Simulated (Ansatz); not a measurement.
The relaxed structure here is a generated cell of Y: the first start was made by placing the elements on the sites of a structure type, and the end was not matched to a known phase here, so it may be hypothetical. Known forms of Y include space group No. 194.

A relaxed cell of Y (I4₁/amd (No. 141)), relaxed on a k-mesh at least as fine as the one used below. These are r2SCAN (plane waves to 500 eV, PAW, scalar-relativistic; Ansatz, a quantum-chemistry and plane-wave program) values and carry that method's errors. Γ-centred k-mesh 6×11×8 on the run's cell (coarser than for final values), Fermi–Dirac smearing 0.05 eV.

```xyz
4
Lattice="-6.1791 6.1791 3.4353 3.0896 -3.0896 1.7176 3.0896 3.0896 -1.7176" Properties=species:S:1:pos:R:3 pbc="T T T"
Y      0.0000     3.0896     0.8588
Y     -3.0896     6.1791     2.5764
Y      0.0000     0.0000     0.0000
Y     -3.0896     3.0896     1.7176
```

The atoms are displaced by (Å):

```csv
atom,ux,uy,uz
Y1,0.117,-0.015,-0.075
Y2,0.056,-0.078,-0.082
Y3,-0.006,-0.029,-0.170
Y4,-0.018,0.065,0.096
```

Q: What forces (eV/Å) and pressure result?

A: 
```csv
atom,Fx,Fy,Fz
Y1,-0.39,-0.09,0.00
Y2,-0.28,0.60,0.05
Y3,0.25,-0.26,0.78
Y4,0.42,-0.25,-0.83
```

Pressure +0.2 GPa.

Q: Estimate the energy cost of the displacement in the harmonic approximation and compare with the calculation.

A: For a harmonic well ΔE = −½ Σ F·u = 0.171 eV a cell, or 43 meV/atom. The calculated energy relative to the undisplaced cell is +0.04 eV/atom, so the harmonic estimate holds well.

The undisplaced cell is probably no minimum: from this displacement the run went on to I4/mmm (No. 139) at a tolerance of 0.01 Å, Fm-3m (No. 225) at 0.1 Å, 0.38 eV/atom below it.

No spin polarisation in the result.
